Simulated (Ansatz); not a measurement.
AlGaAs₂:
```
AlGaAs2
1.0
    4.01076     0.00000     0.00000
    0.00000     4.01076     0.00000
    0.00000     0.00000     5.65959
Ga As Al
1 2 1
Cartesian
  0.00000   0.00000   0.00000
  2.00538   0.00000   1.41625
  0.00000   2.00538   4.24334
  2.00538   2.00538   2.82980
```

Relaxed with PBEsol.

Task: Which orbitals make up the states near the band edges in DFT-PBEsol in the program Ansatz with PAW potentials?

Result: Top 1 eV of the valence band: As 4p 77 %, Ga 4p 11 %, Al 3p 9 %. Bottom 1 eV of the conduction band: Ga 4p 19 %, Al 3p 19 %, Ga 4s 19 %, As 4p 18 %, As 4s 15 %, outside the projected shells 9 %. Projections are on Löwdin-orthogonalised atomic valence shells; empty p or d shells of many metals are not among them.

Task: Tabulate the density of states.

Result: States/eV per cell of 4 atoms, in 0.25 eV bins, energy from the valence-band maximum.

| E (eV) | total | As 4p | Ga 4p | Al 3p |
|---|---|---|---|---|
| -7.85 | 0.00 | 0.00 | 0.00 | 0.00 |
| -7.60 | 0.00 | 0.00 | 0.00 | 0.00 |
| -7.35 | 0.00 | 0.00 | 0.00 | 0.00 |
| -7.10 | 0.00 | 0.00 | 0.00 | 0.00 |
| -6.85 | 0.00 | 0.00 | 0.00 | 0.00 |
| -6.60 | 0.05 | 0.02 | 0.00 | 0.00 |
| -6.35 | 0.78 | 0.35 | 0.01 | 0.03 |
| -6.10 | 2.06 | 0.92 | 0.06 | 0.11 |
| -5.85 | 3.19 | 1.47 | 0.10 | 0.11 |
| -5.60 | 1.27 | 0.61 | 0.07 | 0.06 |
| -5.35 | 1.73 | 0.91 | 0.09 | 0.06 |
| -5.10 | 1.48 | 0.78 | 0.08 | 0.06 |
| -4.85 | 1.16 | 0.61 | 0.06 | 0.05 |
| -4.60 | 0.89 | 0.46 | 0.05 | 0.04 |
| -4.35 | 0.65 | 0.34 | 0.04 | 0.03 |
| -4.10 | 0.53 | 0.29 | 0.04 | 0.03 |
| -3.85 | 0.49 | 0.27 | 0.05 | 0.03 |
| -3.60 | 1.34 | 0.78 | 0.24 | 0.18 |
| -3.35 | 2.66 | 1.57 | 0.44 | 0.40 |
| -3.10 | 2.32 | 1.38 | 0.36 | 0.35 |
| -2.85 | 2.02 | 1.21 | 0.32 | 0.31 |
| -2.60 | 2.99 | 1.82 | 0.50 | 0.46 |
| -2.35 | 3.06 | 1.93 | 0.47 | 0.47 |
| -2.10 | 3.32 | 2.15 | 0.50 | 0.50 |
| -1.85 | 3.24 | 2.16 | 0.47 | 0.47 |
| -1.60 | 2.86 | 1.95 | 0.40 | 0.39 |
| -1.35 | 2.96 | 2.09 | 0.39 | 0.38 |
| -1.10 | 2.76 | 2.02 | 0.35 | 0.32 |
| -0.85 | 2.01 | 1.51 | 0.24 | 0.21 |
| -0.60 | 1.22 | 0.95 | 0.13 | 0.11 |
| -0.35 | 0.73 | 0.59 | 0.07 | 0.05 |
| -0.10 | 0.22 | 0.19 | 0.02 | 0.01 |
| 0.15 | 0.00 | 0.00 | 0.00 | 0.00 |
| 0.40 | 0.00 | 0.00 | 0.00 | 0.00 |
| 0.65 | 0.00 | 0.00 | 0.00 | 0.00 |
| 0.90 | 0.00 | 0.00 | 0.00 | 0.00 |
| 1.15 | 0.01 | 0.00 | 0.00 | 0.00 |
| 1.40 | 0.17 | 0.03 | 0.03 | 0.03 |
| 1.65 | 0.64 | 0.11 | 0.12 | 0.13 |
| 1.90 | 1.26 | 0.24 | 0.24 | 0.23 |
| 2.15 | 1.84 | 0.39 | 0.32 | 0.33 |
| 2.40 | 2.63 | 0.61 | 0.41 | 0.47 |
| 2.65 | 3.09 | 0.72 | 0.44 | 0.59 |
| 2.90 | 2.75 | 0.62 | 0.38 | 0.54 |
| 3.15 | 2.42 | 0.52 | 0.36 | 0.48 |
| 3.40 | 2.27 | 0.52 | 0.40 | 0.40 |
| 3.65 | 1.60 | 0.36 | 0.32 | 0.29 |
| 3.90 | 1.72 | 0.38 | 0.38 | 0.35 |
| 4.15 | 2.69 | 0.54 | 0.70 | 0.60 |
| 4.40 | 3.66 | 0.73 | 0.99 | 0.88 |
| 4.65 | 3.47 | 0.73 | 0.87 | 0.86 |
| 4.90 | 2.65 | 0.57 | 0.68 | 0.63 |
| 5.15 | 2.65 | 0.58 | 0.70 | 0.61 |
| 5.40 | 2.74 | 0.58 | 0.67 | 0.69 |
| 5.65 | 3.29 | 0.70 | 0.67 | 0.75 |
| 5.90 | 2.86 | 0.64 | 0.51 | 0.64 |

Space group P-4m2. The start of the workflow was typed in or built on a structure type; neither database checked (COD, Materials Project) lists it. Its standing as an ambient phase is unchecked. The PBEsol relaxation kept the symmetry of its start; whether a distortion lowers the energy is not shown. Scalar-relativistic: spin–orbit coupling is off unless named, which matters more the heavier the elements.

Potentials: the earlier of the program's two PAW sets. The files were generated under PBE; for other functionals the program regenerates the frozen cores, and for LDA and PBEsol the local potential too.
